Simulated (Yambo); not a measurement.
Yambo run on Sr2RuH6 (space group Fm-3m, No. 225). The wavefunctions come from this Quantum ESPRESSO step (PBEsol, PseudoDojo standard norm-conserving files, scalar-relativistic):

```
&CONTROL
  calculation = 'nscf'
  pseudo_dir = './pseudo'
  outdir = './out'
/
&SYSTEM
  ibrav = 0
  nat = 9
  ntyp = 3
  ecutwfc = 84.0
  ecutrho = 336.0
  occupations = 'fixed'
  force_symmorphic = .true.
  nbnd = 160
/
&ELECTRONS
  conv_thr = 9.000000000000001e-09
  diago_full_acc = .true.
  diago_thr_init = 1e-08
/
ATOMIC_SPECIES
H 1.0080 H.upf
Sr 87.6200 Sr.upf
Ru 101.0700 Ru.upf
CELL_PARAMETERS angstrom
  0.000000000000   3.799870000000   3.799870000000
  3.799870000000   0.000000000000   3.799870000000
  3.799870000000   3.799870000000   0.000000000000
ATOMIC_POSITIONS crystal
H   0.774080000000   0.774080000000   0.225920000000
H   0.225920000000   0.225920000000   0.774080000000
H   0.225920000000   0.774080000000   0.774080000000
H   0.774080000000   0.225920000000   0.225920000000
H   0.774080000000   0.225920000000   0.774080000000
H   0.225920000000   0.774080000000   0.225920000000
Sr   0.750000000000   0.750000000000   0.750000000000
Sr   0.250000000000   0.250000000000   0.250000000000
Ru   0.000000000000   0.000000000000   0.000000000000
K_POINTS automatic
4 4 4 0 0 0
```

Yambo input:

```
rim_cut
gw0
dyson
el_el_corr
HF_and_locXC
ppa
em1d
RandQpts= 1000000
RandGvec= 1 Ry
EXXRLvcs= 84 Ry
VXCRLvcs= 336 Ry
Chimod= "HARTREE"
% BndsRnXp
 5 | 159 |
%
NGsBlkXp= 7 Ry
% LongDrXp
 1.0 | 1.0 | 1.0 |
%
PPAPntXp= 27.2114 eV
% GbndRnge
 1 | 159 |
%
GTermKind= "BG"
DysSolver= "n"
ExtendOut
% QPkrange
 1 | 1 | 21 | 22 |
 7 | 7 | 21 | 22 |
%
```

k points by index: 1 = Γ, 7 = X.

The o-*.qp file then holds:

```
#    K-point    Band    Eo [eV]    E [eV]    E-Eo [eV]    Vxc [eV]    Vnlxc [eV]    Sc|Eo [eV]    Sc|E [eV]    dSc/dw|Eo [eV]    Re(Z)    Im(Z)
#
    1    21    0.000000    -0.499555    -0.499555    -18.56903    -22.60294    3.393438    3.534354    -7.673549    0.780029    -0.001596
    1    22    3.758789    4.861910    1.103121    -13.95294    -8.418992    -4.182336    -4.430825    -6.128825    0.816171    -0.001364
    7    21    -0.056774    -0.529876    -0.473102    -18.44248    -22.40167    3.352416    3.486091    -7.686182    0.779747    -0.001601
    7    22    2.110162    2.938439    0.828277    -13.87059    -9.434528    -3.425907    -3.607789    -5.974644    0.819963    -0.001207
```
(The two width columns are left out.) Convergence of these settings isn't established.

Spin-orbit coupling is not included.

Geometry of the Materials Project entry, not relaxed at this level.
